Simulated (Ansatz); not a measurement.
# Run record: relaxation of GaP (F-43m)

Computed with r²SCAN, PAW on Ansatz 0.2.0's default frozen-core files (fitted under PBE), scalar-relativistic; not a measurement.

Command:

```sh
ansatz run input.yaml --threads 1 --pin off --max-ram 2560MiB --backend cpu --events-out ev --progress --plain --runs-dir out
```

Input:

```yaml
crystal:
  lattice:
    - [0.0, 2.72525, 2.72525]
    - [2.72525, 0.0, 2.72525]
    - [2.72525, 2.72525, 0.0]
  atoms:
    - { symbol: Ga, position: [0.0, 0.0, 0.0] }
    - { symbol: P, position: [0.75, 0.75, 0.75] }
kpoints:
  mp_grid: { grid: [14, 14, 14] }
scf:
  occupations: { method: fermi_dirac, width: 0.08 }
hamiltonian:
  xc: r2scan
  pseudopotentials: { kind: paw }
relax:
  f_tol: 0.002
  max_steps: 80
  cell: {}
output:
  forces: true
  stress: true
```

The program printed:

```
Warning: RAYON_NUM_THREADS=1 ignored (pool sized by the plan → 1); use --threads N
Engine: ansatz 0.2.0, x86_64-unknown-linux-gnu
Pseudopotentials: kind: paw
Pseudopotential: Ga, paw, valence charge 13, recommended cutoff 500 eV (meta_gga), Ga.paw.azcp
Pseudopotential: P, paw, valence charge 5, recommended cutoff 500 eV (meta_gga), P.paw.azcp
Functional definition: r2SCAN
  parameter k0 = 0.174
  parameter k1 = 0.065
  parameter a1 = 4.9479
  exchange = r2scan_x(k0 = k0, k1 = k1, a1 = a1)
  correlation = r2scan_c
Crystal: 2 atoms, lattice volume = 40.481 Å³
Basis set: ecut = 500 eV, 965 PW (Γ), exchange–correlation on 120×120×120 points (64 copies of the dense FFT grid, shifted against one another)
Bands: 13, of which v1, the nominal top of the filled ones, is band 9 counted from 1 (8 counted from 0)
Symmetry: 24 space group operations
Space group: F-43m (ITA 216), of the structure as read, at distance tolerance 3.4e-5 Å
k-points: 104 of 2744 (time reversal used)
Non-local potential: Ga, projectors of the file, l = 0: 2, l = 1: 2, l = 2: 3, l = 3: 1
Non-local potential: P, projectors of the file, l = 0: 2, l = 1: 2, l = 2: 2
PAW form: soft (Blöchl's): semilocal exchange-correlation on the pseudo side does not see the compensation charge
PAW frozen core: Ga, regenerated for the run's functional (the file was generated under x = pbe(κ = 0.804, μ = 0.2195149727645171), c = pbe(β = 0.06672455060314922))
PAW frozen core: P, regenerated for the run's functional (the file was generated under x = pbe(κ = 0.804, μ = 0.2195149727645171), c = pbe(β = 0.06672455060314922))
PAW one-centre angular grid: Ga, 590 points (default); XC on 160 Gauss nodes
PAW one-centre angular grid: P, 302 points (default); XC on 160 Gauss nodes
Initial density: superposition of atomic densities (neutral atoms: chi_scale 0, normalization atom), corrected by the library's trained network
Initial wavefunctions: pseudopotential atomic-orbital guess
Functional: x = r2scan, c = r2scan; τ floored in thin density (d = 2e-4 eV/Å³)
SCF iter   1: F=—  HF=-4550.475776 eV  |F-HF|=—  |Δ(HF+E_count)|=         —  Δρ=8.75e-3  dr2=1.86e-2  dr2_τ=7.33e-3  ethr=1.77e-3  ⟨swp⟩=5.6  Hψ=8497  notcnv=0
preconditioner: auto → none  [insulator: Δε(μ)=1.779 eV  Ē_g=16.400 eV  σ=0.080 eV  W_gap=1.00  n_scr=14 (ndim 8)  ℏωp=24.8 eV  f_vac=0.013  D(μ)=0.00/eV (n_scr^D=0)  ε∞_Penn≈3.3]
SCF iter   2: F=—  HF=-4550.486131 eV  |F-HF|=—  |Δ(HF+E_count)|=   1.04e-2  Δρ=2.32e-3  dr2=3.12e-3  dr2_τ=9.88e-5  ethr=1.03e-4  ⟨swp⟩=2.1  Hψ=3544  notcnv=0
SCF iter   3: F=—  HF=-4550.484568 eV  |F-HF|=—  |Δ(HF+E_count)|=   1.56e-3  Δρ=1.70e-3  dr2=5.07e-4  dr2_τ=7.43e-6  ethr=1.73e-5  ⟨swp⟩=2.0  Hψ=2464  notcnv=0
SCF iter   4: F=—  HF=-4550.484795 eV  |F-HF|=—  |Δ(HF+E_count)|=   2.26e-4  Δρ=2.39e-4  dr2=3.96e-5  dr2_τ=4.67e-7  ethr=2.82e-6  ⟨swp⟩=2.9  Hψ=2298  notcnv=0
SCF iter   5: F=—  HF=-4550.484783 eV  |F-HF|=—  |Δ(HF+E_count)|=   1.12e-5  Δρ=8.27e-5  dr2=2.34e-6  dr2_τ=2.86e-8  ethr=2.20e-7  ⟨swp⟩=2.0  Hψ=1675  notcnv=0
SCF iter   6: F=-4550.484783 eV  HF=-4550.484783 eV  |F-HF|=6.84e-8  |Δ(HF+E_count)|=   5.63e-7  Δρ=9.89e-6  dr2=3.86e-8  dr2_τ=3.47e-9  ethr=5.56e-10  ⟨swp⟩=4.0  Hψ=6221  notcnv=0
SCF 1 converged in 6 iterations: F = -4550.484783 eV  dr2 = 3.86e-8
  greatest PAW one-centre occupation: 0.993 electrons in one spin orbital (limit 2), on the Ga atom at site 0 (counted from 0), in its partial waves of l = 2
relax step   1: F+E_penalty+E_count = -4550.48478283 eV  Δ(F+E_penalty+E_count) = +0.000e0 eV  max|allowed force component| = 2.591e-16 eV/Å  Δτ_max = 0.0000 Å  P = +0.044 GPa  Ω = 40.481 Å³  (6 SCF iters, dr2 threshold 1.00e-7 ...
Initial density: handed on by an earlier stage of this run
Initial wavefunctions: pseudopotential atomic-orbital guess (no wavefunctions were taken with the density)
iter 1 solved again at ethr=1.09e-6 eV; its pass at ethr=3.10e-3 eV (dr2=1.96e-4 eV) is discarded
SCF iter   1: F=—  HF=-4550.484782 eV  |F-HF|=—  |Δ(HF+E_count)|=         —  Δρ=1.05e-5  dr2=4.14e-8  dr2_τ=3.34e-9  ethr=1.09e-6  ⟨swp⟩=3.1  Hψ=11909  notcnv=0
eigensolver tolerance schedule: the retry pair's looser diagonalisation over-reported the residual by 4732.70 of it (diagonalisation noise at an unbounded share of the residual, at the tolerance the schedule requests for it); ...
preconditioner: auto → none  [insulator: Δε(μ)=1.844 eV  Ē_g=16.250 eV  σ=0.080 eV  W_gap=1.00  n_scr=14 (ndim 8)  ℏωp=24.8 eV  f_vac=0.007  D(μ)=0.00/eV (n_scr^D=0)  ε∞_Penn≈3.3]
SCF iter   2: F=—  HF=-4550.484783 eV  |F-HF|=—  |Δ(HF+E_count)|=   1.19e-6  Δρ=6.69e-6  dr2=9.14e-9  dr2_τ=2.31e-10  ethr=2.30e-10  ⟨swp⟩=3.3  Hψ=3067  notcnv=0
SCF iter   3: F=—  HF=-4550.484783 eV  |F-HF|=—  |Δ(HF+E_count)|=   1.04e-9  Δρ=2.38e-6  dr2=1.10e-9  dr2_τ=2.71e-11  ethr=5.08e-11  ⟨swp⟩=2.0  Hψ=2264  notcnv=0
SCF iter   4: F=—  HF=-4550.484783 eV  |F-HF|=—  |Δ(HF+E_count)|=   1.09e-9  Δρ=8.52e-7  dr2=2.25e-10  dr2_τ=5.06e-12  ethr=6.09e-12  ⟨swp⟩=3.0  Hψ=2285  notcnv=0
SCF iter   5: F=-4550.484783 eV  HF=-4550.484783 eV  |F-HF|=9.09e-13  |Δ(HF+E_count)|=  9.55e-11  Δρ=8.48e-8  dr2=1.37e-12  dr2_τ=1.22e-13  ethr=1.00e-12  ⟨swp⟩=5.0  Hψ=6664  notcnv=0
SCF 2 converged in 5 iterations: F = -4550.484783 eV  dr2 = 1.37e-12
relax step   2: F+E_penalty+E_count = -4550.48478287 eV  Δ(F+E_penalty+E_count) = -4.317e-8 eV  max|allowed force component| = 2.313e-16 eV/Å  Δτ_max = 0.0000 Å  P = +0.044 GPa  Ω = 40.481 Å³  stress off target by 4.40e-2 GPa  ...
basis re-selected at this cell: Δ(F+E_penalty+E_count) = -4.317e-8 eV, ΔP = -0.000 GPa vs the last step (what re-selecting the basis moved, of the pressure what is left beyond the Pulay correction that the steps carried, after ...
SCF converged after 5 iterations
Free energy (F): -4550.484783 eV
Harris-Foulkes:  -4550.484783 eV  (|F-HF|=9.09e-13)
Internal energy: -4550.484783 eV  (E = F + TS)
E sigma→0 (E₀):  -4550.484783 eV
Entropy (-TS):   -0.000000 eV (-0.000 meV/atom)
Fermi energy:    7.819105 eV
--- Per-component energies (eV) ---
  E_band       = -67.632852
  E_kinetic    = 185.471618
  E_local      = -2202.681149  (includes V_loc(G=0)·N_el)
  E_nonlocal   = 460.442343
  E_hartree    = 1020.472531
  E_xc         = -120.990150
  E_vxc        = -124.835697  (∫ρ·V_xc dr)
  E_paw        = -2579.811078  (= ΣΔE_a)
  E_vpaw       = -432.991599  (= ΣTr[D̂ρ^β])
  E_aug_tail   = -0.000042  (compensation charges beyond the density's cutoff)
  E_vtau       = 6.016598  (kinetic-family band-sum trace: ∫τ·v_τ [+ j·A + Jᵃ·Aᵃ] dr)
  E_ewald      = -1312.644944
  E_core_change = -0.743912  (= ΣΔE_core)
  E_smearing   = -0.000000  (= −TS)
  E_closure    = 0.000000  (closes the sum)
  Σ components = -4550.484783   (vs F -4550.484783, Δ=0.00e0)
--- Forces (eV/Å), atoms counted from 1 ---
  atom   1  Ga    -0.00000000     0.00000000     0.00000000
  atom   2  P      0.00000000    -0.00000000     0.00000000
  max |Σ_I F_I| component: 1.30e-16 eV/Å
--- Stress (GPa, compression-positive) ---
        0.044029      -0.000000      -0.000000
       -0.000000       0.044029       0.000000
       -0.000000       0.000000       0.044029
  P = ⅓ Tr σ = 0.0440 GPa (0.440 kbar)
--- Relaxed structure (1 steps of the walk, 1 accepted, 1 SCFs on fresh bases) ---
  F+E_penalty+E_count = -4550.48478287 eV   max|allowed force component| = 2.313e-16 eV/Å   (the final SCF, on the basis selected at the relaxed cell)
  cell:  # Å, volume = 40.4808 Å³
    - [0.0, 2.72525, 2.72525]
    - [2.72525, 0.0, 2.72525]
    - [2.72525, 2.72525, 0.0]
  atoms:
    - { symbol: Ga, position: [0.0, 0.0, 0.0] }
    - { symbol: P, position: [0.75, 0.75, 0.75] }
```

The calculation finished and met its thresholds.

**Relaxation**

Relaxation of a crystal by Kohn-Sham DFT from the given cell to forces under 2 meV/angstrom; pressure positive in compression.

* Volume change: 0 %
* Length change (a, b, c): 0, 0, 0 %
* Start pressure: 0.04 GPa

Known limits: frozen-core PAW files fitted under PBE, their cores solved anew for the functional of the run.

It took 15 s on 1 thread of Intel(R) Xeon(R) Platinum 8375C CPU @ 2.90GHz (Ice Lake) (shared host), peak memory 0.56 GiB.
